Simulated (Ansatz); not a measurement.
Be₃N₂ in space group P6_3/mmc (No. 194; Be on 4f, Be on 2b, N on 2a, N on 2c), plane-wave PAW r²SCAN (Ansatz code). The conduction-band minimum lies at M, with 3 equivalent valleys. Second derivatives d²E/dk² of the lowest band at one valley (eV·Å²), along Cartesian directions:

```
direction  d²E/dk²
---------  -------
[100]        18.22
[010]        16.67
[001]        31.11
[110]        17.45
[101]        24.68
[011]        23.89
```

### Question
Find the principal effective masses, the density-of-states mass and the conductivity mass.

### Answer
Off-diagonal terms follow from H_xy = H[110] − (H_xx + H_yy)/2, and m*/mₑ = 7.620 eV·Å² over each eigenvalue: 0.24, 0.42, 0.46. One valley's DOS mass (m₁m₂m₃)^(1/3) = 0.36, conductivity mass 3/(Σ 1/mᵢ) = 0.35 mₑ.

### Question
What effective density of states Nc follows at 300 K for parabolic valleys?

### Answer
Nc = 2.509e19 × 3 × (0.36)^(3/2) ≈ 1.6e19 cm⁻³.

### Question
With the computed static dielectric constant 17.7 (mean of the diagonal), estimate a hydrogenic donor's binding energy and radius.

### Answer
E = 13.606 eV × 0.35/17.7² ≈ 15 meV; a = 0.529 Å × ε/m* ≈ 27 Å. Semilocal masses tend to be too small when the gap is underestimated.

The workflow started from a Materials Project entry (that database holds measured and hypothetical structures alike); the Crystallography Open Database copy checked does not list it. COD files the formula under space group No. 206. Whether it is the stable phase at ambient conditions was not checked. The cell was relaxed with r²SCAN under the symmetry of its start; whether a distortion lowers the energy is not shown.

Potentials: the later of the program's two PAW sets.
